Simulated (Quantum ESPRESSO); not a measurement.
# Ta2Os2Ag2VTi: input and log of a self-consistent run

Simulated, not a measurement. The program is pw.x of Quantum ESPRESSO 7.5 (plane-wave density functional theory). The cell is made up: eight metal atoms on a face-centred cubic lattice, with elements, volume, strain and displacements drawn at random and not relaxed, so it may be unstable or far from any real phase. PseudoDojo standard norm-conserving files set the functional (PBE unless stated); there is no spin polarisation or spin-orbit coupling, the Fermi-Dirac width of 0.25 eV means electrons at about 2900 K, and the masses in the input are unused placeholders. Heavy elements are run without spin-orbit coupling, which real alloys of them have. A spin test at this wide smearing found no moment, but such smearing suppresses magnetism that the real alloy may have.

Input:

```
&control calculation='scf', pseudo_dir='./dojo.nc.sr.pbe.v0_5.standard.upf', outdir='./o', disk_io='minimal', tprnfor=.true., tstress=.true. /
&system ibrav=0, nat=8, ntyp=5, nbnd=77, ecutwfc=84.00895049, nosym=.true., tot_charge=0,
 occupations='smearing', smearing='fd', degauss=0.0183746611
/
&electrons conv_thr=1.470e-08, electron_maxstep=70, mixing_beta=0.5 /
ATOMIC_SPECIES
Ag 1.0 Ag.upf
Os 1.0 Os.upf
Ta 1.0 Ta.upf
Ti 1.0 Ti.upf
V 1.0 V.upf
CELL_PARAMETERS angstrom
-4.0167 0.0 0.0
0.0 -4.0167 4.0167
0.0 6.025 2.0083
ATOMIC_POSITIONS angstrom
Ta 0.0128 -0.036 -0.0032
Os 0.0326 2.0867 2.0225
Ag 0.0209 -2.1691 1.9814
V -0.1054 -0.1013 3.9531
Os -1.9364 3.997 1.9052
Ta -1.9207 -0.1412 2.03
Ag -2.144 2.0162 3.9713
Ti -2.0585 -2.0247 4.0553
K_POINTS automatic
6 5 4 1 1 1
```

The log is shortened where brackets say so; the opening notice, blank lines, dates and the lines on written files are dropped, and the path of the files is cut. It prints rydbergs, bohrs and kilobars, and counts compression as positive stress. Its total energy is the free energy E - TS of the whole cell.

```
     Program PWSCF v.7.5
     Parallel version (MPI & OpenMP), running on       4 processor cores
     Number of MPI processes:                 4
     Threads/MPI process:                     1
     [start-up lines left out]
     bravais-lattice index     =            0
     lattice parameter (alat)  =       7.5905  a.u.
     unit-cell volume          =     874.6401 (a.u.)^3
     number of atoms/cell      =            8
     number of atomic types    =            5
     number of electrons       =       121.00
     number of Kohn-Sham states=           77
     kinetic-energy cutoff     =      84.0090  Ry
     charge density cutoff     =     336.0358  Ry
     scf convergence threshold =      1.5E-08
     mixing beta               =       0.5000
     number of iterations used =            8  plain     mixing
     Exchange-correlation= PBE
                           (   1   4   3   4   0   0   0)
     [axes and pseudopotential details left out]
   Cartesian axes
     site n.     atom                  positions (alat units)
         1        Ta     tau(   1) = (   0.0031867  -0.0089626  -0.0007967  )
         2        Os     tau(   2) = (   0.0081161   0.5195061   0.5035228  )
         3        Ag     tau(   3) = (   0.0052033  -0.5400204   0.4932905  )
         4        V      tau(   4) = (  -0.0262404  -0.0252197   0.9841661  )
         5        Os     tau(   5) = (  -0.4820873   0.9950955   0.4743197  )
         6        Ta     tau(   6) = (  -0.4781786  -0.0351532   0.5053900  )
         7        Ag     tau(   7) = (  -0.5337715   0.5019543   0.9886972  )
         8        Ti     tau(   8) = (  -0.5124854  -0.5040705   1.0096099  )
     number of k points=    60  Fermi-Dirac smearing, width (Ry)=  0.0184
                       cart. coord. in units 2pi/alat
        k(    1) = (  -0.0833333   0.0375011   0.1375011), wk =   0.0333333
        k(    2) = (  -0.0833333   0.1625026   0.2625026), wk =   0.0333333
     [further k points left out]
     Dense  grid:    90809 G-vectors     FFT dimensions: (  45,  64,  72)
     Estimated max dynamical RAM per process >     384.02 MB
     Estimated total dynamical RAM >       1.44 GB
     Initial potential from superposition of free atoms
     starting charge     120.9942, renormalised to     121.0000
     Starting wfcs are   80 randomized atomic wfcs
     total cpu time spent up to now is       12.7 secs
     per-process dynamical memory:   296.7 Mb
     Self-consistent Calculation
     iteration #  1     ecut=    84.01 Ry     beta= 0.50
     Davidson diagonalization with overlap
     ethr =  1.00E-02,  avg # of iterations =  3.5
     total cpu time spent up to now is       41.0 secs
     total energy              =   -1548.88073974 Ry
     estimated scf accuracy    <       4.28047478 Ry
     iteration #  2     ecut=    84.01 Ry     beta= 0.50
     Davidson diagonalization with overlap
     ethr =  3.54E-03,  avg # of iterations =  3.1
     total cpu time spent up to now is       71.6 secs
     total energy              =   -1549.72296399 Ry
     estimated scf accuracy    <      19.42802366 Ry
     iteration #  3     ecut=    84.01 Ry     beta= 0.50
     Davidson diagonalization with overlap
     ethr =  3.54E-03,  avg # of iterations =  4.9
     total cpu time spent up to now is      103.2 secs
     total energy              =   -1550.99636350 Ry
     estimated scf accuracy    <       5.14230101 Ry
     iteration #  4     ecut=    84.01 Ry     beta= 0.50
     Davidson diagonalization with overlap
     ethr =  3.54E-03,  avg # of iterations =  1.1
     total cpu time spent up to now is      125.3 secs
     total energy              =   -1551.44895863 Ry
     estimated scf accuracy    <       1.88949083 Ry
     iteration #  5     ecut=    84.01 Ry     beta= 0.50
     Davidson diagonalization with overlap
     ethr =  1.56E-03,  avg # of iterations =  1.0
     total cpu time spent up to now is      147.8 secs
     total energy              =   -1551.43423406 Ry
     estimated scf accuracy    <       0.56209844 Ry
     [iterations 6 to 16 left out]
     iteration # 17     ecut=    84.01 Ry     beta= 0.50
     Davidson diagonalization with overlap
     ethr =  4.59E-10,  avg # of iterations =  2.5
     total cpu time spent up to now is      442.1 secs
     total energy              =   -1551.45395318 Ry
     estimated scf accuracy    <       0.00000090 Ry
     iteration # 18     ecut=    84.01 Ry     beta= 0.50
     Davidson diagonalization with overlap
     ethr =  4.59E-10,  avg # of iterations =  1.4
     total cpu time spent up to now is      464.3 secs
     total energy              =   -1551.45395325 Ry
     estimated scf accuracy    <       0.00000011 Ry
     iteration # 19     ecut=    84.01 Ry     beta= 0.50
     Davidson diagonalization with overlap
     ethr =  8.86E-11,  avg # of iterations =  2.2
     total cpu time spent up to now is      488.8 secs
     total energy              =   -1551.45395325 Ry
     estimated scf accuracy    <       0.00000010 Ry
     iteration # 20     ecut=    84.01 Ry     beta= 0.50
     Davidson diagonalization with overlap
     ethr =  8.55E-11,  avg # of iterations =  1.9
     total cpu time spent up to now is      512.2 secs
     total energy              =   -1551.45395326 Ry
     estimated scf accuracy    <       0.00000007 Ry
     iteration # 21     ecut=    84.01 Ry     beta= 0.50
     Davidson diagonalization with overlap
     ethr =  6.02E-11,  avg # of iterations =  1.0
     total cpu time spent up to now is      534.5 secs
     End of self-consistent calculation
     [lines on levels left out]
!    total energy              =   -1551.45395327 Ry
     estimated scf accuracy    <          7.2E-10 Ry
     smearing contrib. (-TS)   =      -0.13271828 Ry
     internal energy E=F+TS    =   -1551.32123499 Ry
     The total energy is F=E-TS. E is the sum of the following terms:
     one-electron contribution =    -460.15181384 Ry
     hartree contribution      =     295.43319311 Ry
     xc contribution           =    -274.58044286 Ry
     ewald contribution        =   -1112.02217140 Ry
     convergence has been achieved in  21 iterations
     Forces acting on atoms (cartesian axes, Ry/au):
     atom    1 type  3   force =    -0.00437173   -0.03258792    0.02384149
     atom    2 type  2   force =    -0.02366762   -0.05921078   -0.07528452
     atom    3 type  1   force =    -0.01925367    0.04660946    0.01485624
     atom    4 type  5   force =     0.02588486    0.02329586    0.01645130
     atom    5 type  2   force =    -0.00640061    0.01260815   -0.00333297
     atom    6 type  3   force =    -0.03354835    0.03935980   -0.01621639
     atom    7 type  1   force =     0.05674324   -0.03625788    0.00326480
     atom    8 type  4   force =     0.00461389    0.00618331    0.03642003
     Total force =     0.157195     Total SCF correction =     0.000070
     Computing stress (Cartesian axis) and pressure
          total   stress  (Ry/bohr**3)                   (kbar)     P=       11.86
   0.00006279  -0.00007261   0.00008494            9.24      -10.68       12.49
  -0.00007261  -0.00003988  -0.00000717          -10.68       -5.87       -1.05
   0.00008494  -0.00000717   0.00021888           12.49       -1.05       32.20
     init_run     :     11.97s CPU     12.45s WALL (       1 calls)
     electrons    :    510.29s CPU    521.79s WALL (       1 calls)
     forces       :      3.93s CPU      3.95s WALL (       1 calls)
     stress       :     14.72s CPU     14.74s WALL (       1 calls)
     [timing details left out]
     PWSCF        :   9m 1.32s CPU   9m13.37s WALL
     JOB DONE.
```

In other units: free energy -21108.606 eV for the cell, pressure 1.19 GPa, largest force component 1.936 eV/Å in size. The run took 555 s of wall time with four MPI processes on a shared machine (Intel Xeon, older, virtual cores), so the time is rough. A rerun of this cell at a higher cutoff and on a denser mesh moved values by no more than 0.004 eV in energy, 0.05 GPa in stress and 0.004 eV/Å in force, and a second program with other atomic files agreed on that cell to 2 % rms in force and 0.5 GPa in pressure.